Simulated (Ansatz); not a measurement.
Data:

Si:
```cif
data_Si8
_chemical_formula_sum 'Si8'
_space_group_name_H-M_alt 'Fd-3m :1'
_space_group_IT_number 227
_space_group_name_Hall 'F 4d 2 3 -1d'
_cell_length_a 5.43350
_cell_length_b 5.43350
_cell_length_c 5.43350
_cell_angle_alpha 90.000
_cell_angle_beta 90.000
_cell_angle_gamma 90.000
loop_
_atom_site_label
_atom_site_type_symbol
_atom_site_symmetry_multiplicity
_atom_site_Wyckoff_symbol
_atom_site_fract_x
_atom_site_fract_y
_atom_site_fract_z
_atom_site_occupancy
Si1 Si 8 a 0.00000 0.00000 0.00000 1
```
(The calculation used a cell of 2 atoms; values per cell refer to that cell.)

This is the PBEsol-relaxed structure.

Question: All from PBEsol in the plane-wave PAW code Ansatz, unless another level is named. Predict the band gap.

Answer: 0.46 eV (indirect).

Question: Predict the smallest direct gap on the standard path.

Answer: 2.52 eV.

Question: And the conduction-band minimum?

Answer: on the Γ–X line, 84 % of the way from Γ (6 equivalent valleys).

Question: Predict the valence-band maximum.

Answer: at Γ.

The cell was relaxed with PBEsol under the symmetry of its start.

Potentials: the earlier of the program's two PAW sets. The files were generated under PBE; for other functionals the program regenerates the frozen cores, and for LDA and PBEsol the local potential too.
